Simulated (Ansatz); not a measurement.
Relaxed-ion elastic tensor of ZnCdSe$_{2}$ in space group P-4m2 (No. 115; Zn on 1c, Cd on 1a, Se on 2g) in GPa (Voigt order), LDA in the plane-wave PAW code Ansatz; density 5.76 g/cm³, 24.21 Å³ per atom.

```
      1     2     3     4     5     6
-  ----  ----  ----  ----  ----  ----
1  99.2  36.1  55.6   0.0   0.0   0.0
2  36.1  99.2  55.6   0.0   0.0   0.0
3  55.6  55.6  84.7   0.0   0.0   0.0
4   0.0   0.0   0.0  31.1   0.0   0.0
5   0.0   0.0   0.0   0.0  31.1   0.0
6   0.0   0.0   0.0   0.0   0.0  13.2
```

Is the crystal mechanically stable?

Yes: the smallest eigenvalue of C is 13.2 GPa.

Work out the Voigt, Reuss and Hill averages.

K_V = 64.2, K_R = 64.1, K_H = 64.2; G_V = 24.1, G_R = 20.4, G_H = 22.3 GPa.

Give Young's modulus, Poisson's ratio, Pugh's ratio and the universal anisotropy index.

E = 9KG/(3K + G) = 59.9 GPa; ν = 0.34; K/G = 2.88 (ductile by the Pugh limit of 1.75); A_U = 5G_V/G_R + K_V/K_R − 6 = 0.91.

Estimate the sound speeds and the Debye temperature.

v_l = √((K + 4G/3)/ρ) = 4040 m/s, v_t = √(G/ρ) = 1970 m/s, mean 2210 m/s; Θ = (h/k)(3n/4πV)^(1/3) v_m = 228 K.

Solve the Christoffel equation for the three sound speeds along x, y, z.

Eigenvalues of C_ijkl n_j n_l equal ρv² (piezoelectric stiffening left out). In km/s, slowest first: x 1.51, 2.32, 4.15; y 1.51, 2.32, 4.15; z 2.32, 2.32, 3.84.

How much does each axis shrink under pressure?

Linear compressibilities β_i = Σ_j S_ij (j = 1 to 3): x 5.5, y 5.5, z 4.6 per TPa.

The first step of the workflow began from a Materials Project structure, measured or hypothetical; the Crystallography Open Database copy checked does not list it. Whether it is the stable phase at ambient conditions was not checked. The cell was relaxed with LDA under the symmetry of its start; phonons on a q-mesh show no instability.

Potentials: the later of the program's two PAW sets.
